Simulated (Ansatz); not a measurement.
# Ni: a two-dimensional sheet

The cell was found from a structure generator's guess, not taken from experiment.

Theory: DFT PBE, scalar-relativistic, plane waves, PAW (Ansatz). Cutoff 420 eV; k points 24×24×1 on the computed 1-atom cell (Γ-centred); Gaussian smearing, width 0.10 eV; collinear spin from starting moments 1.0 μB.

The sheet is periodic along a and b; c holds vacuum.

```xyz
1
Lattice="2.2591 0.0000 0.0000 0.0000 2.2591 0.0000 0.0000 0.0000 23.8000" Properties=species:S:1:pos:R:3 pbc="T T F"
Ni    1.1296    1.1296    7.0000
```

Energies count from the standard state of Ni at the same level.

For Ni, the layer group is p4/mmm (No. 61), the in-plane cell is a = 2.259 Å, b = 2.259 Å, γ = 90.0° and the area per atom is 5.10 Å². The thickness between the outermost nuclei is 0.00 Å. The energy over the standard state is +1.53 eV/atom, the band gap over mesh and path is none (metal or semimetal) and the net moment per atom is 0.86 μB. The moment by site is Ni 0.9 μB, the density of states at the Fermi level is 2.0 states/eV per cell and the löwdin character within 0.5 eV of the Fermi level is Ni 3d 89 %, Ni 4s 9 %. The bader charges (e) is Ni1 0.00.

The last run used collinear spin, a 24×24×1 mesh for its 1-atom cell and Gaussian smearing of 0.10 eV. The magnetic state reached may not be the lowest. Site moments count only spheres around the atoms; the net moment includes the space between them.
